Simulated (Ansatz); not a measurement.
**FeNi$_{3}$: computed DOS**

```cif
data_structure
_symmetry_space_group_name_H-M 'P 1'
_symmetry_Int_Tables_number 1
_cell_length_a 3.5450
_cell_length_b 3.5450
_cell_length_c 3.5450
_cell_angle_alpha 90.000
_cell_angle_beta 90.000
_cell_angle_gamma 90.000
_cell_volume 44.55
loop_
_atom_site_label
_atom_site_type_symbol
_atom_site_fract_x
_atom_site_fract_y
_atom_site_fract_z
_atom_site_occupancy
Fe1 Fe 0.00000 0.00000 0.00000 1
Ni1 Ni 0.00000 0.50000 0.50000 1
Ni2 Ni 0.50000 0.00000 0.50000 1
Ni3 Ni 0.50000 0.50000 0.00000 1
```

The runs use the primitive cell with vectors (3.545, 0.000, 0.000), (0.000, 3.545, 0.000), (0.000, 0.000, 3.545) Å, to which the k mesh refers.

The cell is COD entry 9013941, as deposited and not checked against the literature; nothing was relaxed.

Other magnetic orders may lie lower; this is the state that the run reached.

All numbers below come from Ansatz 0.2.0, DFT, PBE, all-electron LAPW, scalar-relativistic.

Settings: a Γ-centred 10×10×10 k mesh, Fermi–Dirac smearing of 0.08 eV, basis error target 1 meV/atom, spin-polarised from start moments Fe1 3, Ni2 1.5, Ni3 1.5, Ni4 1.5 μB, ending with a cell moment of 4.81 μB.

States per eV and cell, averaged over 0.4 eV, from -9.0 to 6.8 eV, with energies (bin centres) from the Fermi level; empty bins are left out. The partial columns, the largest 4 alone, are projections on Löwdin-orthogonalised atomic shells (those that the program's projection atoms carry: the occupied ones and, for some elements, an empty d or f shell; other empty shells have no column), summed over atoms of an element and both spins. Weights on diffuse s and p shells depend on that basis and aren't pure angular character.

```
E (eV)  spin-up  spin-down  Ni 3d  Fe 3d  Ni 4s  Fe 4s
  -8.9     0.06       0.05   0.00   0.00   0.08   0.03
  -8.5     0.11       0.11   0.00   0.00   0.15   0.06
  -8.1     0.15       0.14   0.00   0.00   0.20   0.07
  -7.7     0.19       0.18   0.00   0.00   0.25   0.09
  -7.3     0.23       0.21   0.01   0.01   0.30   0.11
  -6.9     0.27       0.25   0.02   0.01   0.36   0.12
  -6.5     0.33       0.30   0.04   0.02   0.42   0.14
  -6.1     0.40       0.33   0.07   0.04   0.48   0.13
  -5.7     0.58       0.39   0.14   0.09   0.57   0.15
  -5.3     1.37       0.49   0.50   0.42   0.74   0.18
  -4.9     2.15       0.66   0.95   0.83   0.76   0.22
  -4.5     2.76       1.17   1.81   1.17   0.66   0.23
  -4.1     4.12       1.70   3.28   1.76   0.45   0.23
  -3.7     3.27       2.17   3.03   1.76   0.33   0.17
  -3.3     3.51       3.29   4.75   1.55   0.22   0.08
  -2.9     4.87       3.28   6.24   1.40   0.18   0.05
  -2.5     6.08       3.25   7.23   1.55   0.18   0.06
  -2.1     4.99       4.73   7.66   1.43   0.22   0.05
  -1.7     4.43       4.76   7.42   1.30   0.18   0.05
  -1.3     5.12       5.06   8.47   1.29   0.14   0.06
  -0.9     6.98       5.10  10.19   1.52   0.13   0.08
  -0.5     0.96       2.32   2.73   0.28   0.13   0.07
  -0.1     0.72       2.20   2.29   0.32   0.16   0.05
   0.3     0.68       4.58   2.40   2.41   0.23   0.06
   0.7     0.53       4.99   2.17   2.84   0.27   0.06
   1.1     0.50       2.01   0.87   1.09   0.29   0.08
   1.5     0.53       0.91   0.43   0.37   0.32   0.08
   1.9     0.56       0.47   0.23   0.18   0.25   0.07
   2.3     0.52       0.44   0.18   0.16   0.21   0.08
   2.7     0.50       0.78   0.22   0.24   0.25   0.13
   3.1     0.47       0.69   0.18   0.16   0.24   0.11
   3.5     0.44       0.57   0.14   0.11   0.20   0.08
   3.9     0.38       0.53   0.11   0.08   0.17   0.07
   4.3     0.35       0.45   0.08   0.06   0.14   0.05
   4.7     0.31       0.39   0.06   0.04   0.11   0.04
   5.1     0.26       0.35   0.05   0.03   0.08   0.03
   5.5     0.29       0.31   0.05   0.03   0.14   0.03
   5.9     0.44       0.21   0.05   0.02   0.23   0.05
   6.3     0.53       0.27   0.06   0.03   0.33   0.08
   6.7     0.61       0.53   0.08   0.05   0.43   0.12
```

Problem. Which of the resolved shells contributes most within 0.3 eV of the Fermi level?

Solution. Ni 3d, with 70 % of all states there; Fe 3d follows with 19 %.

Problem. Where is the centre of the filled Ni 3d states between -14 eV and the top of the filled states?

Solution. -2.15 eV from the Fermi level.
